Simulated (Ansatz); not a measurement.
AlBRu in space group Cmcm (No. 63; Al on 4c, B on 4c, Ru on 4c) at seven volumes, PBEsol in the plane-wave PAW code Ansatz, shape and atoms relaxed at each. One row is withheld.

| V (Å³/atom) | P (GPa) |
|---|---|
| 9.950 | 26.26 |
| 10.278 | 15.99 |
| 10.607 | 7.31 |
| 10.935 | 0.00 |
| 11.263 | -6.09 |
| 11.591 | ? |
| 11.919 | -15.15 |

Fit the shown pressures and predict the withheld one.

Third-order Birch–Murnaghan: P = (3/2)B₀(x^(7/2) − x^(5/2))[1 + (3/4)(B′ − 4)(x − 1)] with x = (V₀/V)^(2/3). Least squares on the six rows gives V₀ = 10.936 Å³/atom, B₀ = 219.3 GPa, B′ = 5.03. At V = 11.591, x = 0.9620 and P = -11.02 GPa. The run itself gave -11.11 GPa.

The start of the workflow was typed in or built on a structure type; neither database checked (COD, Materials Project) lists it. Whether it is the stable phase at ambient conditions was not checked. The PBEsol relaxation kept the symmetry of its start; its stability against distortions is not shown here. No spin polarisation was allowed.

Potentials: the later of the program's two PAW sets.
